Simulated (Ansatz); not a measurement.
A distorted cell of Al (fcc, Cu type):

```yaml
crystal:
  lattice:
    - [4.03999, 0.00000, 0.00000]
    - [0.00000, 4.03999, 0.00000]
    - [0.00000, 0.00000, 4.03999]
  atoms:
    - { symbol: Al, position: [0.00000, 0.00000, 0.00000] }
    - { symbol: Al, position: [0.50000, 0.50000, 0.00000] }
    - { symbol: Al, position: [0.50000, 0.00000, 0.50000] }
    - { symbol: Al, position: [0.05986, 0.55986, 0.50000] }
```

Method: PBE (plane waves to 420 eV, PAW, scalar-relativistic; Ansatz, a program for electronic structure). k mesh 9×9×9 (Γ-centred), Fermi-Dirac smearing 0.05 eV. Energies are smeared free energies. Compression counts positive. With partly filled bands, energies and forces of such displacements shift with the k mesh and the smearing. On this mesh the relaxed cell isn't quite at rest: it carries a pressure of 0.2 GPa (compression positive) at the zero of the scan. Al was relaxed with its symmetry unable to fall. The PAW data are Ansatz's earlier set.

Q: What forces act on the atoms (eV/Å, Cartesian)?

A: 
| atom | Fx | Fy | Fz |
|---|---|---|---|
| Al1 | -0.194 | 0.608 | 0.000 |
| Al2 | 0.608 | -0.194 | 0.000 |
| Al3 | 0.840 | 0.840 | 0.000 |
| Al4 | -1.254 | -1.254 | 0.000 |

Q: Give the stress tensor in GPa and the pressure.

A: 
```
    2.7      1.8      0.0
    1.8      2.7      0.0
    0.0      0.0      1.9
```
The pressure, a third of the trace, is 2.5 GPa.

Q: In it atom 4 sits (0.242, 0.242, 0.000) Å away from its relaxed site. What is its energy relative to the relaxed cell?

A: 278 meV/cell.

(For displaced atoms, the force is minus the slope of the energy, and its curvature is a force constant, which sets phonon frequencies.)
